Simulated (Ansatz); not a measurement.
Mo (hcp (Mg type), P6_3/mmc) at seven volumes, the program Ansatz at the r²SCAN level (PAW), shape and atoms relaxed at each. One row is withheld.

```
V (Å³/atom)  P (GPa)
-----------  -------
14.546         27.27
15.025         16.80
15.505             ?
15.984         -0.01
16.464         -6.67
16.943        -12.41
17.423        -17.34
```

Question: Fit the shown pressures and predict the withheld one.

Answer: Third-order Birch–Murnaghan: P = (3/2)B₀(x^(7/2) − x^(5/2))[1 + (3/4)(B′ − 4)(x − 1)] with x = (V₀/V)^(2/3). Least squares on the six rows gives V₀ = 15.984 Å³/atom, B₀ = 239.3 GPa, B′ = 4.02. At V = 15.505, x = 1.0205 and P = 7.74 GPa. The run itself gave 7.75 GPa.

The start of the workflow was typed in or built on a structure type; the Crystallography Open Database copy checked does not list it. It is not the phase usual at ambient conditions (space group No. 229). The r²SCAN relaxation kept the symmetry of its start; its stability against distortions is not shown here. No spin polarisation was allowed.

Potentials: the earlier of the program's two PAW sets.
